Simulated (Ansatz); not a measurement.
Here is the system:

Si:
```cif
data_Si2
_chemical_formula_sum 'Si2'
_space_group_name_H-M_alt 'P 1'
_space_group_IT_number 1
_cell_length_a 3.61329
_cell_length_b 3.61329
_cell_length_c 3.61329
_cell_angle_alpha 97.497
_cell_angle_beta 97.497
_cell_angle_gamma 137.650
loop_
_space_group_symop_operation_xyz
  'x, y, z'
loop_
_atom_site_label
_atom_site_type_symbol
_atom_site_fract_x
_atom_site_fract_y
_atom_site_fract_z
_atom_site_occupancy
Si1 Si 0.25000 0.75000 0.50000 1
Si2 Si 0.50000 0.50000 0.00000 1
```

This is the LDA-relaxed structure.

Question: All from LDA (plane waves, PAW; program Ansatz), unless another level is named. Estimate the electronic character.

Answer: metallic (no gap).

Question: Give the density of states at the Fermi level.

Answer: 0.36 states/eV per atom (mean over ±0.08 eV).

Space group I4_1/amd (β-Sn type). This is a known high-pressure phase of the composition, computed here at zero pressure and temperature. Symmetry was held in the LDA relaxation; of distortions, only those at the zone centre were tested.

Potentials: the later of the program's two PAW sets.
